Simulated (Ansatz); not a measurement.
# How the vibrations of Al3Cu change with volume

Level of theory: DFT LDA, scalar-relativistic, plane waves, PAW (Ansatz). Plane waves to 420 eV; Γ-centred k mesh 16×16×6; Fermi-Dirac smearing of 0.15 eV. No spin polarisation. Phonons by linear response, acoustic sum rule imposed.

Equilibrium structure at this level:
```
Al Cu
1.0
     2.76108    0.00000    0.00000
     0.00000    2.76108    0.00000
     0.00000    0.00000    7.49811
Al Cu
3 1
Direct
  0.00000 0.00000 0.50000
  0.50000 0.50000 0.22007
  0.50000 0.50000 0.77993
  0.00000 0.00000 0.00000
```

In a metal, frequencies depend on the k mesh and the smearing, soft modes most.

Cells at 0.98 and 1.02 times the equilibrium volume were relaxed in shape and atoms; γ = −d ln ν / d ln V, modes matched by rank.

(1) Give the optical frequencies at Γ (cm⁻¹) at the three volumes and the mode Grüneisen parameters.

(2) What pressures hold the two strained cells, and what bulk modulus follows?

Answers

(1)
```
0.98 V    V  1.02 V     γ  degeneracy
   103   94      84  5.12           2
   177  170     164  1.94           2
   208  200     193  1.87           1
   217  208     200  1.98           2
   267  258     250  1.61           1
   309  296     284  2.15           1
```

(2) 2.19 GPa at 0.98 V and -1.95 GPa at 1.02 V, so B = −dP/d ln V ≈ 103 GPa.